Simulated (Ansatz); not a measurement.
ZrCu$_{5}$ (space group F-43m)

```
ZrCu5
1.0
    0.00000     3.39430     3.39430
    3.39430     0.00000     3.39430
    3.39430     3.39430     0.00000
Zr Cu
1 5
Direct
  0.00000   0.00000   0.00000
  0.25000   0.25000   0.25000
  0.62422   0.62422   0.62422
  0.62422   0.62422   0.12735
  0.62422   0.12735   0.62422
  0.12735   0.62422   0.62422
```

Equation-of-state scan: isotropic scaling of the cell above, V₀ being its volume. The atoms relax within the cell's symmetry.

Computed with PBEsol (plane waves to 420 eV, PAW, scalar-relativistic; Ansatz, a program for electronic structure). k mesh 12×12×12 (Γ-centred), Fermi-Dirac smearing 0.05 eV. E stands for the smeared free energy. Stress and pressure are positive under compression. ZrCu5 is run without spin polarisation. ZrCu5 was relaxed with its symmetry unable to fall. ΔE is measured from the relaxed starting cell.

The scan covers V/V₀ from 0.840 to 1.160 in 11 points.

Q: What is the fitted pressure derivative B₀′?

A: 4.7.

Q: What bulk modulus B₀ follows from a third-order Birch-Murnaghan fit?

A: 159 GPa.

(A scan under strain: stresses follow from slopes of the energy per volume, elastic moduli from its curvatures.)
